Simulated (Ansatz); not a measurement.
CdF₂:
```xyz
3
Lattice="0.0000 2.6920 2.6920 2.6920 0.0000 2.6920 2.6920 2.6920 0.0000" Properties=species:S:1:pos:R:3 pbc="T T T"
Cd     0.0000     0.0000     0.0000
F      1.3460     1.3460     1.3460
F      4.0380     4.0380     4.0380
```

Relaxed with PBEsol. Special points in fractions of this cell's reciprocal vectors: Γ (0.000, 0.000, 0.000); X (0.500, 0.000, 0.500); U (0.625, 0.250, 0.625); K (0.375, 0.375, 0.750); L (0.500, 0.500, 0.500); W (0.500, 0.250, 0.750).

### Question
List the band energies nearest the valence-band maximum at these points for plane-wave PAW PBEsol with spin–orbit coupling (Ansatz code).

### Answer
In eV from the valence-band maximum; about four levels below and three above (degenerate sets whole), none deeper than 8.9 eV; points with the same levels are listed once.

| k | below | above |
|---|---|---|
| Γ | -0.52 -0.52 -0.52 -0.52 -0.40 -0.40 | 2.94 2.94 12.10 12.10 |
| X | -0.13 -0.13 -0.05 -0.05 | 7.92 7.92 9.48 9.48 |
| U | -0.37 -0.37 -0.19 -0.19 | 7.87 7.87 10.56 10.56 |
| L | -0.45 -0.45 -0.32 -0.32 | 7.09 7.09 8.96 8.96 |
| W | -0.63 -0.63 0.00 0.00 | 7.99 7.99 11.26 11.26 |

Space group Fm-3m (fluorite). The cell was relaxed with PBEsol under the symmetry of its start.

Potentials: the later of the program's two PAW sets.
